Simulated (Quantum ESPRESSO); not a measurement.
Ti2NbO5F3, one run as intended and one with a planted mistake

A calculation, not a measurement. The program is pw.x of Quantum ESPRESSO 7.5 (plane-wave density functional theory). The cell is made up: 11 atoms on a fluorite lattice with one site empty, with randomly drawn elements, strain and displacements, not relaxed. PseudoDojo standard norm-conserving files (v0.5 for PBE, v0.4.1 for LDA and PBEsol) set the functional; there is no spin polarisation, spin-orbit coupling or dispersion term, and the masses in the input are unused placeholders.

Intended input:

```
&control calculation='scf', pseudo_dir='./dojo.nc.sr.pbe.v0_5.standard.upf', outdir='./o', disk_io='medium', tprnfor=.true., tstress=.true. /
&system ibrav=0, nat=11, ntyp=4, nbnd=50, ecutwfc=84.00895049, nosym=.true., tot_charge=0,
 occupations='smearing', smearing='fd', degauss=0.0018374661
/
&electrons conv_thr=7.350e-09, electron_maxstep=60, /
ATOMIC_SPECIES
F 1.0 F.upf
Nb 1.0 Nb.upf
O 1.0 O.upf
Ti 1.0 Ti.upf
CELL_PARAMETERS angstrom
4.9349 -0.0517 0.0227
-0.0517 4.9289 0.0657
0.0227 0.0657 5.0033
ATOMIC_POSITIONS angstrom
Ti -0.0434 2.4871 2.5202
Ti 2.5261 -0.0457 2.517
Nb 2.4676 2.4191 0.0377
O 1.2455 1.239 1.2394
F 1.2228 1.2859 3.8057
O 1.1761 3.7087 1.319
F 1.1999 3.7154 3.7956
O 3.6815 1.1904 1.2717
O 3.725 1.2774 3.8252
F 3.6625 3.6644 1.3081
O 3.6966 3.7118 3.8334
K_POINTS automatic
5 5 4 1 1 1
```

The log is shortened where brackets say so; the opening notice, blank lines, dates and the lines on written files are dropped, and the path of the files is cut. It prints rydbergs, bohrs and kilobars, and counts compression as positive stress. Where no state is partly filled, the Fermi energy that it prints is only some level between the filled and the empty states on the mesh, and need not lie in the true gap.

Log of the intended run:

```
     Program PWSCF v.7.5
     Parallel version (MPI & OpenMP), running on       1 processor cores
     Number of MPI processes:                 1
     Threads/MPI process:                     1
     [start-up lines left out]
     bravais-lattice index     =            0
     lattice parameter (alat)  =       9.3262  a.u.
     unit-cell volume          =     821.0094 (a.u.)^3
     number of atoms/cell      =           11
     number of atomic types    =            4
     number of electrons       =        88.00
     number of Kohn-Sham states=           50
     kinetic-energy cutoff     =      84.0090  Ry
     charge density cutoff     =     336.0358  Ry
     scf convergence threshold =      7.3E-09
     mixing beta               =       0.7000
     number of iterations used =            8  plain     mixing
     Exchange-correlation= PBE
                           (   1   4   3   4   0   0   0)
     [axes and pseudopotential details left out]
   Cartesian axes
     site n.     atom                  positions (alat units)
         1        Ti     tau(   1) = (  -0.0087939   0.5039489   0.5106557  )
         2        Ti     tau(   2) = (   0.5118512  -0.0092600   0.5100073  )
         3        Nb     tau(   3) = (   0.4999977   0.4901704   0.0076390  )
         4        O      tau(   4) = (   0.2523695   0.2510525   0.2511335  )
         5        F      tau(   5) = (   0.2477700   0.2605556   0.7711303  )
         6        O      tau(   6) = (   0.2383074   0.7514757   0.2672625  )
         7        F      tau(   7) = (   0.2431298   0.7528333   0.7690838  )
         8        O      tau(   8) = (   0.7459643   0.2412049   0.2576783  )
         9        O      tau(   9) = (   0.7547785   0.2588333   0.7750815  )
        10        F      tau(  10) = (   0.7421144   0.7424994   0.2650539  )
        11        O      tau(  11) = (   0.7490239   0.7521038   0.7767430  )
     number of k points=    50  Fermi-Dirac smearing, width (Ry)=  0.0018
                       cart. coord. in units 2pi/alat
        k(    1) = (   0.1004905   0.0995623   0.1215359), wk =   0.0400000
        k(    2) = (   0.0993214   0.0962624   0.3681829), wk =   0.0400000
     [further k points left out]
     Dense  grid:    85413 G-vectors     FFT dimensions: (  60,  60,  60)
     Estimated max dynamical RAM per process >     131.09 MB
     Initial potential from superposition of free atoms
     starting charge      87.9945, renormalised to      88.0000
     Starting wfcs are   62 randomized atomic wfcs
     total cpu time spent up to now is       24.6 secs
     per-process dynamical memory:    76.7 Mb
     Self-consistent Calculation
     iteration #  1     ecut=    84.01 Ry     beta= 0.70
     Davidson diagonalization with overlap
     ethr =  1.00E-02,  avg # of iterations =  2.0
     total cpu time spent up to now is       62.5 secs
     total energy              =    -672.49903838 Ry
     estimated scf accuracy    <       6.14448161 Ry
     iteration #  2     ecut=    84.01 Ry     beta= 0.70
     Davidson diagonalization with overlap
     ethr =  6.98E-03,  avg # of iterations =  7.7
     total cpu time spent up to now is      137.0 secs
     total energy              =    -664.21270985 Ry
     estimated scf accuracy    <     107.57510257 Ry
     [iterations 3 to 21 left out]
     iteration # 22     ecut=    84.01 Ry     beta= 0.70
     Davidson diagonalization with overlap
     ethr =  1.19E-10,  avg # of iterations =  5.7
     total cpu time spent up to now is     1029.0 secs
     total energy              =    -675.98236311 Ry
     estimated scf accuracy    <       0.00000002 Ry
     iteration # 23     ecut=    84.01 Ry     beta= 0.70
     Davidson diagonalization with overlap
     ethr =  2.37E-11,  avg # of iterations =  2.3
     total cpu time spent up to now is     1068.1 secs
     End of self-consistent calculation
     [lines on levels left out]
     the Fermi energy is     9.3452 ev
!    total energy              =    -675.98236311 Ry
     estimated scf accuracy    <          3.9E-09 Ry
     smearing contrib. (-TS)   =      -0.00000001 Ry
     internal energy E=F+TS    =    -675.98236310 Ry
     The total energy is F=E-TS. E is the sum of the following terms:
     one-electron contribution =    -224.60292724 Ry
     hartree contribution      =     158.02640755 Ry
     xc contribution           =    -135.21687501 Ry
     ewald contribution        =    -474.18896841 Ry
     convergence has been achieved in  23 iterations
     Forces acting on atoms (cartesian axes, Ry/au):
     atom    1 type  4   force =    -0.03215942   -0.05710247   -0.05464844
     atom    2 type  4   force =     0.03926684    0.05607751   -0.06486065
     atom    3 type  2   force =     0.03913380   -0.10333474    0.07540387
     atom    4 type  3   force =     0.03210300    0.05100884    0.04577382
     atom    5 type  1   force =     0.01911091    0.01581434   -0.03038581
     atom    6 type  3   force =     0.06054116   -0.02806616    0.05729388
     atom    7 type  1   force =     0.00752321   -0.00883258    0.00074936
     atom    8 type  3   force =    -0.02790641    0.05398824    0.05620423
     atom    9 type  3   force =    -0.06005764    0.03769881   -0.04261603
     atom   10 type  1   force =    -0.01095694   -0.00908029    0.01890152
     atom   11 type  3   force =    -0.06659849   -0.00817152   -0.06181574
     Total force =     0.267931     Total SCF correction =     0.000158
     Computing stress (Cartesian axis) and pressure
          total   stress  (Ry/bohr**3)                   (kbar)     P=     -128.54
  -0.00081439  -0.00014630   0.00045835         -119.80      -21.52       67.43
  -0.00014630  -0.00068160   0.00016477          -21.52     -100.27       24.24
   0.00045835   0.00016477  -0.00112540           67.43       24.24     -165.55
     init_run     :     22.67s CPU     24.42s WALL (       1 calls)
     electrons    :   1013.16s CPU   1043.51s WALL (       1 calls)
     forces       :      8.28s CPU      8.42s WALL (       1 calls)
     stress       :     29.09s CPU     29.27s WALL (       1 calls)
     [timing details left out]
     PWSCF        :  17m53.56s CPU  18m26.53s WALL
     JOB DONE.
```

A second run has one planted mistake: the smearing is too wide. The input lines that differ, file-writing options aside:

```
- &system ibrav=0, nat=11, ntyp=4, nbnd=50, ecutwfc=84.00895049, nosym=.true., tot_charge=0,
+ &system ibrav=0, nat=11, ntyp=4, nbnd=68, ecutwfc=84.00895049, nosym=.true., tot_charge=0,
-  occupations='smearing', smearing='fd', degauss=0.0018374661
+  occupations='smearing', smearing='fd', degauss=0.0411592408
```

Its log:

```
     Program PWSCF v.7.5
     Parallel version (MPI & OpenMP), running on       4 processor cores
     Number of MPI processes:                 4
     Threads/MPI process:                     1
     [start-up lines left out]
     bravais-lattice index     =            0
     lattice parameter (alat)  =       9.3262  a.u.
     unit-cell volume          =     821.0094 (a.u.)^3
     number of atoms/cell      =           11
     number of atomic types    =            4
     number of electrons       =        88.00
     number of Kohn-Sham states=           68
     kinetic-energy cutoff     =      84.0090  Ry
     charge density cutoff     =     336.0358  Ry
     scf convergence threshold =      7.3E-09
     mixing beta               =       0.7000
     number of iterations used =            8  plain     mixing
     Exchange-correlation= PBE
                           (   1   4   3   4   0   0   0)
     [axes and pseudopotential details left out]
   Cartesian axes
     site n.     atom                  positions (alat units)
         1        Ti     tau(   1) = (  -0.0087939   0.5039489   0.5106557  )
         2        Ti     tau(   2) = (   0.5118512  -0.0092600   0.5100073  )
         3        Nb     tau(   3) = (   0.4999977   0.4901704   0.0076390  )
         4        O      tau(   4) = (   0.2523695   0.2510525   0.2511335  )
         5        F      tau(   5) = (   0.2477700   0.2605556   0.7711303  )
         6        O      tau(   6) = (   0.2383074   0.7514757   0.2672625  )
         7        F      tau(   7) = (   0.2431298   0.7528333   0.7690838  )
         8        O      tau(   8) = (   0.7459643   0.2412049   0.2576783  )
         9        O      tau(   9) = (   0.7547785   0.2588333   0.7750815  )
        10        F      tau(  10) = (   0.7421144   0.7424994   0.2650539  )
        11        O      tau(  11) = (   0.7490239   0.7521038   0.7767430  )
     number of k points=    50  Fermi-Dirac smearing, width (Ry)=  0.0412
                       cart. coord. in units 2pi/alat
        k(    1) = (   0.1004905   0.0995623   0.1215359), wk =   0.0400000
        k(    2) = (   0.0993214   0.0962624   0.3681829), wk =   0.0400000
     [further k points left out]
     Dense  grid:    85413 G-vectors     FFT dimensions: (  60,  60,  60)
     Estimated max dynamical RAM per process >     290.17 MB
     Estimated total dynamical RAM >       1.07 GB
     Initial potential from superposition of free atoms
     starting charge      87.9945, renormalised to      88.0000
     Starting wfcs are   62 randomized atomic wfcs +    6 random wfcs
     total cpu time spent up to now is        4.7 secs
     per-process dynamical memory:   234.1 Mb
     Self-consistent Calculation
     iteration #  1     ecut=    84.01 Ry     beta= 0.70
     Davidson diagonalization with overlap
     ethr =  1.00E-02,  avg # of iterations =  6.1
     total cpu time spent up to now is       16.0 secs
     total energy              =    -672.68976041 Ry
     estimated scf accuracy    <       5.93336655 Ry
     iteration #  2     ecut=    84.01 Ry     beta= 0.70
     Davidson diagonalization with overlap
     ethr =  6.74E-03,  avg # of iterations =  2.2
     total cpu time spent up to now is       27.4 secs
     total energy              =    -663.89426222 Ry
     estimated scf accuracy    <     109.80806742 Ry
     [iterations 3 to 18 left out]
     iteration # 19     ecut=    84.01 Ry     beta= 0.70
     Davidson diagonalization with overlap
     ethr =  1.20E-10,  avg # of iterations =  1.0
     total cpu time spent up to now is      175.7 secs
     total energy              =    -676.09618853 Ry
     estimated scf accuracy    <       0.00000003 Ry
     iteration # 20     ecut=    84.01 Ry     beta= 0.70
     Davidson diagonalization with overlap
     ethr =  2.97E-11,  avg # of iterations =  1.1
     total cpu time spent up to now is      183.9 secs
     End of self-consistent calculation
     [lines on levels left out]
     the Fermi energy is     9.0448 ev
!    total energy              =    -676.09618853 Ry
     estimated scf accuracy    <          6.1E-09 Ry
     smearing contrib. (-TS)   =      -0.28711732 Ry
     internal energy E=F+TS    =    -675.80907121 Ry
     The total energy is F=E-TS. E is the sum of the following terms:
     one-electron contribution =    -224.98316430 Ry
     hartree contribution      =     158.63917057 Ry
     xc contribution           =    -135.27610908 Ry
     ewald contribution        =    -474.18896841 Ry
     convergence has been achieved in  20 iterations
     Forces acting on atoms (cartesian axes, Ry/au):
     atom    1 type  4   force =    -0.02449475   -0.03668883   -0.03633437
     atom    2 type  4   force =     0.02790165    0.03967612   -0.04248479
     atom    3 type  2   force =     0.04007590   -0.06538202    0.05064233
     atom    4 type  3   force =     0.02379512    0.03809769    0.04677544
     atom    5 type  1   force =     0.02112156    0.01418380   -0.02901394
     atom    6 type  3   force =     0.05558865   -0.03366937    0.04022669
     atom    7 type  1   force =     0.01042194   -0.00891958   -0.00251563
     atom    8 type  3   force =    -0.03031206    0.05242864    0.04590834
     atom    9 type  3   force =    -0.05478915    0.02949457   -0.03855036
     atom   10 type  1   force =    -0.01242806   -0.01090465    0.01734384
     atom   11 type  3   force =    -0.05688079   -0.01831637   -0.05199755
     Total force =     0.213500     Total SCF correction =     0.000223
     Computing stress (Cartesian axis) and pressure
          total   stress  (Ry/bohr**3)                   (kbar)     P=      -85.21
  -0.00049141  -0.00006550   0.00032531          -72.29       -9.64       47.85
  -0.00006550  -0.00052992   0.00007977           -9.64      -77.95       11.73
   0.00032531   0.00007977  -0.00071644           47.85       11.73     -105.39
     init_run     :      4.27s CPU      4.53s WALL (       1 calls)
     electrons    :    172.77s CPU    179.17s WALL (       1 calls)
     forces       :      1.63s CPU      1.64s WALL (       1 calls)
     stress       :      5.36s CPU      5.36s WALL (       1 calls)
     [timing details left out]
     PWSCF        :   3m 4.30s CPU   3m11.03s WALL
     JOB DONE.
```

|  | intended run | run with the mistake |
| --- | --- | --- |
| free energy (eV) | -9197.209 | -9198.757 |
| smearing term -TS (eV) | 0.0000 | -3.9064 |
| pressure (GPa) | -12.85 | -8.52 |
| largest force component (eV/Å) | 2.657 | 1.681 |
| largest change of a force component (eV/Å) |  | 0.976 |
| iterations | 23 | 20 |

For scale, a rerun of the intended cell at a cutoff of 1467 eV and k mesh 7 x 7 x 6 moved values by no more than 0.002 eV in energy, 0.05 GPa in stress and 0.009 eV/Å in force. The number of bands, nbnd, was set by rule from the electron count and the smearing, so it follows the mistake.